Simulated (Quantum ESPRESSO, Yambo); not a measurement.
PbF₂ (fluorite, space group Fm-3m, No. 225): one geometry, one set of PBE (stringent potentials; pw.x of Quantum ESPRESSO, ONCV potentials, no spin-orbit coupling) orbitals, self-energies from Yambo (4×4×4 Γ-centred k mesh, bands 5 to 231 and a 15 Ry block in the screening, 231 bands in G with the Bruneval-Gonze terminator, plasmon pole fitted at 27.2 eV).

| level | gap W → X (eV) | direct gap at X (eV) |
|---|---|---|
| PBE (Quantum ESPRESSO) | 4.44 | 4.59 |
| exchange only (Hartree-Fock self-energy on PBE orbitals) | [?] | [?] |
| static COHSEX@PBE | 7.69 | 7.85 |
| G0W0@PBE, plasmon pole | [?] | [?] |

Task: Fill in the missing entries.

Result: 
- exchange only (Hartree-Fock self-energy on PBE orbitals), gap W → X (eV): 12.99
- exchange only (Hartree-Fock self-energy on PBE orbitals), direct gap at X (eV): 13.05
- G0W0@PBE, plasmon pole, gap W → X (eV): 6.35
- G0W0@PBE, plasmon pole, direct gap at X (eV): 6.54

Bare exchange has no screening and gives the widest gap; static COHSEX screens it but leaves out the frequency dependence, which G0W0 restores.

Nearest settings tried, and what they do to the gap: 123 bands in G: +22 meV; 123 bands in W, 123 bands in G: +27 meV; 9 Ry block (181 vectors against 339): -87 meV. Not varied: mesh. So the settings aren't converged at that level.

Geometry relaxed with PBEsol; primitive cell a = b = c = 4.1672 Å, α = β = γ = 60.00°.
